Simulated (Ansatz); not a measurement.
KBr:
```
KBr
1.0
    0.00000     3.30438     3.30438
    3.30438     0.00000     3.30438
    3.30438     3.30438     0.00000
K Br
1 1
Cartesian
  0.00000   0.00000   0.00000
  3.30438   3.30438   3.30438
```

r²SCAN in the plane-wave PAW code Ansatz gives a gap of 5.07 eV without spin–orbit coupling, maximum at Γ, minimum at Γ.

Q: What happens when spin–orbit coupling is switched on?

A: The gap shrinks by 0.16 eV, to 4.91 eV; maximum at Γ, minimum at Γ.

Q: How large is the spin–orbit splitting of the valence top at Γ?

A: The fourfold level lies 0.49 eV above the split-off pair.

Q: Give the electron effective mass with spin–orbit coupling.

A: 0.39 mₑ (isotropic).

Q: Give the hole effective mass with spin–orbit coupling, band 1 of 2 at the edge.

A: 3.6 along [100], 3.0 along [110], 2.8 along [111] (mₑ).

Q: Give the hole effective mass with spin–orbit coupling, band 2 of 2 at the edge.

A: 0.81 along [100], 0.85 along [110], 0.87 along [111] (mₑ).

Space group Fm-3m (rock salt). Symmetry was held in the r²SCAN relaxation; phonons on a q-mesh show no instability.

Potentials: the later of the program's two PAW sets.
